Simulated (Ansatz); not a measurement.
## PmPtP (space group P-6m2, from a cell of SmPPt)

Computed with Ansatz (plane waves, PAW, 600 eV cutoff): PBEsol, scalar-relativistic, collinear spin, 8×8×8 k-mesh, Gaussian smearing of 0.05 eV. The datasets are Ansatz's generated set soft_2.

```
P Pt Pm
1.0
     4.12076    0.00000    0.00000
    -2.06038    3.56869    0.00000
     0.00000    0.00000    4.00756
P Pt Pm
1 1 1
Direct
  0.66667 0.33333 0.50000
  0.33333 0.66667 0.50000
  0.00000 0.00000 0.00000
```

The structure was built from a prototype; whether the compound forms in it isn't claimed.

Magnetic state: ferromagnetic, site spin moments P -0.07; Pt -0.09; Pm 4.32 μB.

**Question.** Which orbitals carry the states at the Fermi level, and how many states are there?

**Answer.** Within 0.1 eV of it: Pm 4f 85 % (shares among the projected shells). The density of states at the Fermi level is about 7.9 states/eV per cell, averaged over 0.3 eV.

Density of states (tetrahedra, averaged over 0.4 eV; states/eV per cell of 3 atoms; energy in eV from the Fermi level; projections on Löwdin-orthogonalised atomic orbitals, summed over sites):

```csv
E,total,Pm 4f up,Pm 4f down,Pt 5d up,Pt 5d down,P 3p
-6.45,0.2,0.0,0.0,0.0,0.0,0.1
-6.05,3.6,0.0,0.0,0.5,0.6,1.4
-5.65,1.9,0.0,0.0,0.4,0.5,0.7
-5.25,0.9,0.0,0.0,0.3,0.3,0.3
-4.85,2.5,0.0,0.0,0.7,0.7,0.8
-4.45,4.6,0.0,0.0,1.3,1.4,1.2
-4.05,1.8,0.0,0.0,0.6,0.6,0.3
-3.65,5.3,0.0,0.0,2.2,2.1,0.2
-3.25,4.6,0.0,0.0,1.7,1.9,0.2
-2.85,1.9,0.0,0.0,0.6,0.7,0.1
-2.45,1.8,0.0,0.0,0.6,0.6,0.2
-2.05,1.7,0.1,0.0,0.4,0.4,0.4
-1.65,1.8,0.1,0.0,0.4,0.3,0.6
-1.25,2.4,0.2,0.0,0.4,0.4,0.8
-0.85,2.7,0.6,0.0,0.3,0.4,0.8
-0.45,8.0,6.7,0.0,0.1,0.2,0.5
-0.05,7.7,6.4,0.0,0.2,0.1,0.3
0.35,4.2,2.8,0.0,0.2,0.1,0.3
0.75,1.1,0.1,0.0,0.1,0.0,0.1
1.15,1.7,0.1,0.1,0.1,0.1,0.1
1.55,1.7,0.0,0.3,0.1,0.1,0.1
1.95,0.3,0.0,0.0,0.0,0.0,0.0
2.35,7.3,0.0,6.6,0.0,0.1,0.1
2.75,5.7,0.0,4.4,0.1,0.1,0.2
3.15,6.5,0.0,4.8,0.1,0.1,0.2
3.55,2.6,0.0,0.3,0.1,0.1,0.3
3.95,3.3,0.0,0.3,0.1,0.1,0.4
```

Without a U the open 4f shell is pinned at the Fermi level, an artefact: in the real crystal it splits into occupied and empty levels away from it, and its large orbital moment is missing here. Spin–orbit coupling, which matters for such heavy elements, is left out. Site moments are of spin, integrated over atomic spheres. The run holds 0.6 f electrons more on Pm than the trivalent ion has, so it is between trivalent and divalent here. In such compounds it is trivalent as a rule, so this state is likely an artefact, and the extra f charge swells the ion. Only parallel moments were tried, so the real magnetic order may be another.

A lower state of the open shells can't be excluded, and forces and pressures are less sure for it.
